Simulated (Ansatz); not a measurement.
The calculation used Ansatz 0.2.0, DFT PBE, scalar-relativistic, plane waves, PAW. Settings: cutoff 420 eV, Γ-centred meshes spaced at most about 0.3 Å⁻¹, and about 0.25 Å⁻¹ or finer for metals (2π included), Gaussian smearing. Collinear spin in cells that started with moments and kept them past the coarse steps, no spin elsewhere.

These are static total energies at zero pressure. All come from trial cells, and lower structures may exist.

Question: Order these relaxed structures of Ti₂B₃ by energy, lowest first, with the energy over the lowest of them.
1.

Space group P-6m2 (No. 187). a = 3.628 Å, b = 3.628 Å, c = 4.545 Å, α = 90.00°, β = 90.00°, γ = 120.00°
```
atom  site  symmetry       x       y       z
  Ti    1a      -6m2  0.0000  0.0000  0.0000
  Ti    1d      -6m2  0.3333  0.6667  0.5000
   B    2i       3m. 0.6667  0.3333  0.1921
   B    1b      -6m2  0.0000  0.0000  0.5000
```

2.

Space group P4/mmm (No. 123). a = 4.494 Å, b = 4.494 Å, c = 3.099 Å, α = 90.00°, β = 90.00°, γ = 90.00°
| atom | site | symmetry | x | y | z |
| --- | --- | --- | --- | --- | --- |
| Ti | 2f | mmm. | 0.0000 | 0.5000 | 0.0000 |
| B | 2h | 4mm | 0.5000 | 0.5000 | 0.7527 |
| B | 1a | 4/mmm | 0.0000 | 0.0000 | 0.0000 |

3.

Space group P4mm (No. 99). a = 2.958 Å, b = 2.958 Å, c = 5.900 Å, α = 90.00°, β = 90.00°, γ = 90.00°
| atom | site | symmetry | x | y | z |
| --- | --- | --- | --- | --- | --- |
| Ti | 1a | 4mm | 0.0000 | 0.0000 | 0.7078 |
| Ti | 1b | 4mm | 0.5000 | 0.5000 | 0.3507 |
| B | 2c | 2mm. | 0.5000 | 0.0000 | 0.0176 |
| B | 1a | 4mm | 0.0000 | 0.0000 | 0.1762 |

4.

Space group P-4m2 (No. 115). a = 3.211 Å, b = 3.211 Å, c = 4.849 Å, α = 90.00°, β = 90.00°, γ = 90.00°
| atom | site | symmetry | x | y | z |
| --- | --- | --- | --- | --- | --- |
| Ti | 2g | 2mm. | 0.5000 | 0.0000 | 0.6875 |
| B | 1b | -4m2 | 0.5000 | 0.5000 | 0.0000 |
| B | 2g | 2mm. | 0.0000 | 0.5000 | 0.7994 |

Answer: 4 (0 meV/atom), 3 (366 meV/atom), 1 (468 meV/atom), 2 (775 meV/atom). Forms: 4 P-4m2, no spin; 3 P4mm, no spin; 1 P-6m2, no spin; 2 P4/mmm, moments up to 0.3 μB. Counting B atoms around Ti (those within 1.25 times the shortest such distance or 1.15 times the sum of covalent radii, 1.27 where that leaves under three; a plus sign parts nearer from farther groups; a slash parts the counts of unlike sites): cell 4 has Ti 8; cell 3 has Ti 4+1/8; cell 1 has Ti 8/3+6; cell 2 has Ti 6. Cell 4 holds B–B nets (shortest 1.88 Å); cell 3 holds B–B nets (shortest 1.75 Å); cell 1 holds B–B pairs (shortest 1.75 Å); cell 2 holds B–B chains (shortest 1.53 Å).

The magnetic state reached may not be the lowest. Cells relaxed within their symmetry can be saddle points. The P-4m2 cell of Ti2B3 came from shaking the P4mm one. Some structure types and database cells were kept out of the candidates from the start, so a known form may be missing.
